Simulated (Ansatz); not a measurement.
## Ta₄In: rattling a relaxed structure

It was reached by relaxing an invented guess, and it needn't be the stable form of this composition.

All numbers below come from DFT PBE, scalar-relativistic, plane waves, PAW (Ansatz). Settings: cutoff 420 eV, Γ-centred mesh 12×12×12 on the computed 5-atom cell, Gaussian smearing of 0.10 eV; no spin polarisation.

The cell below (5 atoms, space group I4/mmm (No. 139)) is relaxed within its symmetry.

```cif
data_structure
_symmetry_space_group_name_H-M 'P 1'
_symmetry_Int_Tables_number 1
_cell_length_a 8.3013
_cell_length_b 8.3013
_cell_length_c 8.3013
_cell_angle_alpha 156.012
_cell_angle_beta 156.012
_cell_angle_gamma 34.182
_cell_volume 94.45
loop_
_atom_site_label
_atom_site_type_symbol
_atom_site_fract_x
_atom_site_fract_y
_atom_site_fract_z
_atom_site_occupancy
Ta1 Ta 0.19945 0.19945 0.00000 1
Ta2 Ta 0.60545 0.60545 0.00000 1
Ta3 Ta 0.39455 0.39455 0.00000 1
Ta4 Ta 0.80055 0.80055 0.00000 1
In1 In 0.00000 0.00000 0.00000 1
```

For the test a repeat of it with 10 atoms (edges 3.45, 6.90, 8.30 Å) was strained at random (σ = 1.5 % a component), the atoms were moved at random (σ = 0.10 Å), and all was relaxed again on a coarse 6×4×6 mesh (in the run’s order of axes) with 0.20 eV smearing, with no symmetry imposed.

Spin–orbit coupling, which can matter for Ta, is left out.

Q: Is the structure stable against such a distortion?

A: It returns, within 1 meV/atom of the unmoved cell on that mesh and with the same symmetry when read at 0.1 Å (Immm at 0.01 Å, so small strains and shifts remain). No instability shows in this cell; modes of other wave vectors, which need another repeat, aren't tested.
